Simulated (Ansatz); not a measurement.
TiBe$_{12}$ in space group I4/mmm (No. 139; Ti on 2a, Be on 8f, Be on 8i, Be on 8j), DFT-r²SCAN in the program Ansatz with PAW potentials, all energies at zero smearing, with the estimated change up to a 700 eV cutoff added, with one set of potentials and settings (totals compare only within such a set). Cell of 13 atoms (1 Ti, 12 Be): -3626.456 eV.

```tsv
element	reference phase	E (eV/atom)
Ti	P6/mmm, 3 atoms in the cell	-2504.3896
Be	P6_3/mmc, 2 atoms in the cell	-93.3347
```

Formation energy per atom, worked out: (-3626.456 − 1×(-2504.3896) − 12×(-93.3347))/13 = -0.158 eV/atom (-15 kJ per mol of atoms), at 0 K, without zero-point energy or fitted corrections.

The workflow started from a Materials Project entry (that database holds measured and hypothetical structures alike); the Crystallography Open Database copy checked does not list it. Whether it is the stable phase at ambient conditions was not checked. The r²SCAN relaxation kept the symmetry of its start; its stability against distortions is not shown here. No spin polarisation was allowed. The references are the lowest solids computed at this level, not always the standard phases.

Potentials: the later of the program's two PAW sets.
